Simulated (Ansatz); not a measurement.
Ni (fcc (Cu type)), relaxed with LDA (Ansatz, a program for electronic structure, plane waves, PAW): a = 3.424 Å, b = 3.424 Å, c = 3.424 Å, α = 90.00°, β = 90.00°, γ = 90.00°.

| Property | Result |
|---|---|
| spin order, net moment (μB/atom) | ferromagnetic; net 0.61 |

The same phase is relaxed and computed with PBE+D3(BJ) in the same code. What are the cell and these values now?

a = b = c = 3.479 Å, α = β = γ = 90.00°.

* **spin order, net moment (μB/atom)**: ferromagnetic; net 0.63

Spin orders computed, not proven ground states: Ni, fcc (Cu type) with LDA ferromagnetic; Ni, fcc (Cu type) with PBE+D3(BJ) ferromagnetic. All cells were relaxed under the symmetry of their starts (and spin orders); stability against distortions was not tested throughout.

Potentials: the earlier of the program's two PAW sets. The files were generated under PBE; for other functionals the program regenerates the frozen cores, and for LDA and PBEsol the local potential too.

Ansatz is a plane-wave DFT program.
